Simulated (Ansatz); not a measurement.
Given:

MnF$_{2}$:
```
MnF2
1.0
    4.94318     0.00000     0.00000
    0.00000     5.80114     0.00000
    0.00000     0.00000     5.34228
Mn F
4 8
Cartesian
  2.47159   4.81203   4.00671
  2.47159   0.98911   1.33557
  0.00000   3.88968   1.33557
  0.00000   1.91146   4.00671
  1.34240   5.18052   0.42477
  3.60078   0.62062   4.91751
  1.12919   3.52119   3.09591
  3.81399   2.27995   2.24637
  3.81399   3.52119   4.91751
  1.12919   2.27995   0.42477
  3.60078   5.18052   2.24637
  1.34240   0.62062   3.09591
```
The run is spin-polarised.

This is the r²SCAN-relaxed structure.

All from r²SCAN (plane waves, PAW; program Ansatz), unless another level is named. Give the magnetic order.

antiferromagnetic.

And the Bader charges?

Mn +1.64, F -0.82 e.

Space group Pbcn. The first step of the workflow began from a Materials Project structure, measured or hypothetical; the Crystallography Open Database copy checked does not list it. COD files the formula under space group No. 136. Its standing as an ambient phase is unchecked. Symmetry was held in the r²SCAN relaxation, as lowered by the spin order; whether a distortion lowers the energy is not shown. Magnetic state: antiferromagnetic, chosen from 4 collinear starts compared on coarse meshes (ties went to the first, and starts can fall back to one state), not a proven ground state. Other orbital occupations within this spin state were not tried. No Hubbard U is applied.

Potentials: the earlier of the program's two PAW sets. The files were generated under PBE; for other functionals the program regenerates the frozen cores, and for LDA and PBEsol the local potential too.
